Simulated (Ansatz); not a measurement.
A distorted cell of VO2 (rutile):

```xyz
6
Lattice="4.6205 0.0000 0.0000 0.0000 4.6205 0.0000 0.0000 0.0000 2.8615" Properties=species:S:1:pos:R:3 pbc="T T T"
V      0.0000     0.0000     0.0000
V      2.3102     2.3102     1.4307
O      1.3920     1.3920     0.0000
O      3.7022     0.9183     1.4307
O      0.9183     3.7022     1.4307
O      3.2285     3.2285     0.0000
```

Calculation: PBE (plane waves to 420 eV, PAW, scalar-relativistic; Ansatz, a first-principles code). k mesh 10×10×16 (Γ-centred), Fermi-Dirac smearing 0.05 eV. Energies are smeared free energies. Stress and pressure are positive under compression. Relaxed VO2 ends ferromagnetic. The PAW data are Ansatz's earlier set. This is a high-temperature form of VO2. VO2 is run spin-polarised and with no Hubbard U. VO2 was relaxed with its symmetry unable to fall. Other magnetic orders were not checked, so this need not be the ground state.

Task: What is the stress tensor (GPa)?

Result: 
```
   -4.8      0.0      0.0
    0.0     -4.8      0.0
    0.0      0.0     -5.5
```
The pressure, a third of the trace, is -5.1 GPa.

Task: It is the relaxed cell scaled evenly to V/V₀ = 1.024, atoms relaxed where free. What is its energy relative to the relaxed cell?

Result: 4 meV/atom.

(Under strain, the slope of the energy per volume gives the stress and its curvature an elastic modulus.)
